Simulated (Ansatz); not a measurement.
Total density of states per atom from r²SCAN (plane waves, PAW; program Ansatz), in 0.25 eV bins, energy from the Fermi level:

(E (eV), states/eV/atom): (-7.85, 0.00); (-7.60, 0.00); (-7.35, 0.00); (-7.10, 0.00); (-6.85, 0.00); (-6.60, 0.00); (-6.35, 0.00); (-6.10, 0.01); (-5.85, 0.05); (-5.60, 0.18); (-5.35, 0.38); (-5.10, 0.43); (-4.85, 0.59); (-4.60, 0.69); (-4.35, 1.15); (-4.10, 0.52); (-3.85, 0.11); (-3.60, 0.51); (-3.35, 0.84); (-3.10, 0.49); (-2.85, 0.71); (-2.60, 1.35); (-2.35, 1.42); (-2.10, 1.46); (-1.85, 1.22); (-1.60, 0.69); (-1.35, 1.05); (-1.10, 0.88); (-0.85, 1.10); (-0.60, 1.48); (-0.35, 1.18); (-0.10, 0.55); (0.15, 0.32); (0.40, 0.26); (0.65, 0.26); (0.90, 0.39); (1.15, 0.60); (1.40, 0.65); (1.65, 0.35); (1.90, 0.08); (2.15, 0.04); (2.40, 0.01); (2.65, 0.00); (2.90, 0.00); (3.15, 0.00); (3.40, 0.05); (3.65, 0.15); (3.90, 0.28); (4.15, 0.47); (4.40, 0.65); (4.65, 0.65)

Task: Pick the material that matches.
A) ScNiN2, R-3m (Sc on 3b, Ni on 3a, N on 6c)
B) BN, rock salt
C) Mn3ZnN, anti-perovskite
D) ZnSnN2, R-3m (Zn on 3a, Sn on 3b, N on 6c)

Result: A, ScNiN2, R-3m (Sc on 3b, Ni on 3a, N on 6c). Within 0.5 eV of the Fermi level: N 2p 50 %, Ni 3d 38 %. Projections are on Löwdin-orthogonalised atomic valence shells; empty p or d shells of many metals are not among them.

The start of the workflow was typed in or built on a structure type; neither database checked (COD, Materials Project) lists it. Its standing as an ambient phase is unchecked. Symmetry was held in the r²SCAN relaxation; its stability against distortions is not shown here. Magnetic state: ferromagnetic, chosen from 2 collinear starts compared on coarse meshes (ties went to the first, and starts can fall back to one state), not a proven ground state. Other orbital occupations within this spin state were not tried. No Hubbard U is applied.

Potentials: the later of the program's two PAW sets.
